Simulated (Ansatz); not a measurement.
Values for one crystal, relaxed and computed with PBEsol in the plane-wave PAW code Ansatz; other levels are named.

```yaml
volume_per_atom: 15.59 Å³
band_gap: 0.19 eV (direct)
conduction_band_minimum: at W (6 equivalent valleys)
Static dielectric constant ε0 (ions relaxed, cell fixed): 30.1
Formation energy from the elements (no fitted shifts): -0.26 eV/atom
Gap with spin–orbit coupling: 0.08 eV (the band order may be inverted)
mechanical_stability: stable (all eigenvalues of C positive)
```

Q: Pick the material that matches.
A. HfC, zinc blende
B. PbS, zinc blende
C. HfSiO4, I4_1/amd (Hf on 4a, Si on 4b, O on 16h)
D. ZnS, zinc blende

A: A, HfC, zinc blende

Space group F-43m (zinc blende). The start of the workflow was typed in or built on a structure type; neither database checked (COD, Materials Project) lists it. It is not the phase usual at ambient conditions (space group No. 225). The cell was relaxed with PBEsol under the symmetry of its start; its stability against distortions is not shown here. No spin polarisation was allowed. The references are the lowest solids computed at this level, not always the standard phases. Scalar-relativistic: spin–orbit coupling is off unless named, which matters more the heavier the elements.

Potentials: the earlier of the program's two PAW sets. The files were generated under PBE; for other functionals the program regenerates the frozen cores, and for LDA and PBEsol the local potential too.
